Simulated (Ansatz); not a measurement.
This AlVC4N4 structure is the end of a relaxation. The cell was found from a structure generator's guess, not taken from experiment.

Theory: DFT PBE, scalar-relativistic, plane waves, PAW in Ansatz 0.2.0. Cutoff 420 eV, Γ-centred mesh, Gaussian smearing, collinear spin.

```yaml
crystal:
  lattice:
    - [5.91641, 0.00000, 0.00000]
    - [0.00000, 5.91641, 0.00000]
    - [0.00000, 0.00000, 5.91641]
  atoms:
    - { symbol: Al, position: [0.00000, 0.00000, 0.00000] }
    - { symbol: V, position: [0.50000, 0.50000, 0.50000] }
    - { symbol: C, position: [0.19155, 0.19155, 0.19155] }
    - { symbol: C, position: [0.19155, 0.80845, 0.80845] }
    - { symbol: C, position: [0.80845, 0.19155, 0.80845] }
    - { symbol: C, position: [0.80845, 0.80845, 0.19155] }
    - { symbol: N, position: [0.30653, 0.30653, 0.30653] }
    - { symbol: N, position: [0.30653, 0.69347, 0.69347] }
    - { symbol: N, position: [0.69347, 0.30653, 0.69347] }
    - { symbol: N, position: [0.69347, 0.69347, 0.30653] }
```

Energies over the elements count from the elements' standard structures at the same level (N₂ as a molecule), with no fitted energy shifts.

(1) What space group does it have?

(2) What is its formation energy per atom?

(3) Is it a metal?

(4) Which magnetic moments does it keep?

(5) From what recipe could a structure generator have reached it?

Results:

(1) P-43m (No. 215). Conventional cell: a = 5.916 Å. Al has 4 C at 1.96 Å; around V lie 4 N at 1.98 Å; C is surrounded by 1 N at 1.18 Å and 1 Al at 1.96 Å; around N lie 1 C at 1.18 Å and 1 V at 1.98 Å.

(2) +0.25 eV/atom. A positive value: parting into the elements would lower its energy.

(3) Yes, bands cross the Fermi level on the 6×6×6 mesh.

(4) 0.40 μB per atom net, the space between the atoms included; by site: V 1.8 μB.

(5) One such recipe: two interpenetrating cyanide-bridged diamond nets (P-43m, No. 215). Other recipes can lead to the same cell.

The last run used collinear spin, a 6×6×6 mesh for its 10-atom cell and Gaussian smearing of 0.10 eV. In such compounds of V a zero gap at this level may well be an artefact, since no Hubbard U is applied. The reference form of C is held partly by dispersion forces, which this level lacks. The magnetic state reached may not be the lowest. A structure relaxed within its symmetry needn't be a true minimum.
